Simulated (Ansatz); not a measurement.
ZrO2 (fluorite)

```
ZrO2
1.0
    0.00000     2.55794     2.55794
    2.55794     0.00000     2.55794
    2.55794     2.55794     0.00000
Zr O
1 2
Direct
  0.00000   0.00000   0.00000
  0.25000   0.25000   0.25000
  0.75000   0.75000   0.75000
```

The volume is varied about the relaxed value V₀ at fixed cell shape. Symmetry pins the atoms to their sites.

Level of theory: PBE (plane waves to 420 eV, PAW, scalar-relativistic; Ansatz, a quantum-chemistry and plane-wave program). k mesh 11×11×11 (Γ-centred), Fermi-Dirac smearing 0.05 eV. Energies are smeared free energies. Stress and pressure are positive under compression. This is a high-temperature form of ZrO2. ZrO2 is run without spin polarisation. ZrO2 was relaxed with its symmetry unable to fall. ΔE is measured from the relaxed starting cell.

```
V (Å³/atom)  ΔE (meV/atom)
-----------  -------------
9.373                284.5
9.670             withheld
9.968                113.9
10.265                60.8
10.563                25.7
10.860                 6.1
11.158                 0.0
11.455                 5.6
11.753                21.4
12.050                46.0
12.348                78.4
12.645               117.5
12.943               162.4
```

**Question.** Fit a third-order Birch-Murnaghan form (E₀, V₀, B₀, B₀′ free) to the given rows and predict ΔE at V = 9.670.

**Answer.** Least squares on the 12 given rows: ΔE = E₀ + (9V₀B₀/16)·y²·[2 + (B₀′ − 4)y], y = (V₀/V)^(2/3) − 1, with V₀ = 11.158 Å³/atom, B₀ = 236.0 GPa (160.2 GPa = 1 eV/Å³; the term in eV is multiplied by 1000), B₀′ = 4.21, E₀ = 0.03 meV/atom; root-mean-square residual 0.07 meV/atom. At 9.670 the fit gives 187.3 meV/atom; the calculation gives 187.3 meV/atom, the same to the digits shown. For the pressure the fit gives 45.7 GPa against the computed 45.6 GPa.

(A scan under strain: stresses follow from slopes of the energy per volume, elastic moduli from its curvatures.)
